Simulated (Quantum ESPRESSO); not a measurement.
# TiTa2In3AgRh: different elements on one site, starting from this cell

Simulated, not a measurement. The program is pw.x of Quantum ESPRESSO 7.5 (plane-wave density functional theory). The cell is made up: eight metal atoms on a face-centred cubic lattice, with elements, volume, strain and displacements drawn at random and not relaxed, so it may be unstable or far from any real phase. PseudoDojo standard norm-conserving files set the functional (PBE unless stated); there is no spin polarisation or spin-orbit coupling, the Fermi-Dirac width of 0.25 eV means electrons at about 2900 K, and the masses in the input are unused placeholders. Heavy elements are run without spin-orbit coupling, which real alloys of them have. A spin test at this wide smearing found no moment, but such smearing suppresses magnetism that the real alloy may have.

The runs put different elements on site 1. Cell, positions, cutoff, mesh and smearing stay as in the input of run 1; sites are counted in its order. Stress in the tables is positive in tension.

Input of run 1:

```
&control calculation='scf', pseudo_dir='./dojo.nc.sr.pbe.v0_5.standard.upf', outdir='./o', disk_io='minimal', tprnfor=.true., tstress=.true. /
&system ibrav=0, nat=8, ntyp=5, nbnd=70, ecutwfc=87.97787729, nosym=.true., tot_charge=0,
 occupations='smearing', smearing='fd', degauss=0.0183746611
/
&electrons conv_thr=1.470e-08, electron_maxstep=70, mixing_beta=0.5 /
ATOMIC_SPECIES
Ag 1.0 Ag.upf
In 1.0 In.upf
Rh 1.0 Rh.upf
Ta 1.0 Ta.upf
Ti 1.0 Ti.upf
CELL_PARAMETERS angstrom
-4.2142 -0.0369 -0.0066
-0.0304 -4.246 4.3431
0.0586 6.2275 2.0301
ATOMIC_POSITIONS angstrom
Ti 0.0328 0.0324 0.0574
Ta -0.0374 1.9681 2.1129
In 0.1876 -2.1134 2.2329
In 0.0495 -0.0388 4.2467
Ag -2.1138 4.1267 2.023
In -1.995 -0.0051 2.1685
Rh -2.1331 1.9657 4.262
Ta -2.0153 -2.199 4.2548
K_POINTS automatic
6 4 4 1 1 1
```

| run | elements on sites 1 to 8 | -TS (eV) | pressure (GPa) | stress xx (GPa) | stress yy (GPa) | stress zz (GPa) | stress yz (GPa) | stress xz (GPa) | stress xy (GPa) | iterations |
| --- | --- | --- | --- | --- | --- | --- | --- | --- | --- | --- |
| 1 | Ti Ta In In Ag In Rh Ta | -1.429 | 1.90 | -1.35 | -4.15 | -0.21 | -0.54 | -0.63 | 0.36 | 15 |
| 2 | Ta Ta In In Ag In Rh Ta | -1.294 | 2.85 | -2.06 | -4.41 | -2.09 | -0.02 | -0.51 | 0.49 | 13 |
| 3 | Ru Ta In In Ag In Rh Ta | -1.420 | -2.33 | 2.12 | 1.51 | 3.36 | -0.01 | -0.54 | -0.05 | 14 |
| 4 | Pt Ta In In Ag In Rh Ta | -1.180 | -0.84 | 1.68 | -1.44 | 2.28 | -0.77 | -0.52 | 0.27 | 15 |
| 5 | Ir Ta In In Ag In Rh Ta | -1.288 | -2.38 | 2.61 | 1.05 | 3.48 | -0.13 | -0.54 | 0.04 | 15 |

Forces Fx Fy Fz (eV/Å):

| site | run 1 | run 2 | run 3 | run 4 | run 5 |
| --- | --- | --- | --- | --- | --- |
| 1 | 0.08 0.54 -0.65 | 0.07 1.14 -0.60 | -0.23 1.76 0.59 | -0.11 0.86 0.23 | -0.21 1.71 0.62 |
| 2 | 0.79 1.61 -0.84 | 0.82 1.37 -0.96 | 0.80 1.18 -1.25 | 0.74 1.67 -0.75 | 0.79 1.28 -1.18 |
| 3 | -0.78 -1.42 -1.13 | -0.80 -1.35 -1.19 | -0.79 -1.36 -1.12 | -0.76 -1.41 -1.10 | -0.78 -1.36 -1.15 |
| 4 | -0.03 0.51 1.53 | -0.05 0.48 1.52 | -0.04 0.82 2.00 | -0.04 0.74 1.95 | -0.04 0.82 2.04 |
| 5 | 0.31 -0.15 0.22 | 0.38 -0.24 0.21 | 0.35 -0.18 0.14 | 0.33 -0.25 0.15 | 0.35 -0.20 0.13 |
| 6 | -0.65 -0.01 -0.72 | -0.70 -0.07 -0.45 | -0.59 -0.21 -1.18 | -0.55 -0.17 -0.96 | -0.58 -0.23 -1.12 |
| 7 | 0.36 0.04 0.25 | 0.36 -0.10 0.16 | 0.40 0.12 -0.20 | 0.44 0.32 -0.32 | 0.40 0.17 -0.22 |
| 8 | -0.08 -1.12 1.33 | -0.08 -1.22 1.32 | 0.11 -2.13 1.03 | -0.04 -1.77 0.81 | 0.07 -2.19 0.89 |

Energies are left out, as each element's file has its own zero. A rerun of one cell of this series at a higher cutoff and on a denser mesh moved values by no more than 0.002 eV in energy, 0.03 GPa in stress and 0.004 eV/Å in force, and a second program with other atomic files agreed on that cell to 2 % rms in force and 0.5 GPa in pressure.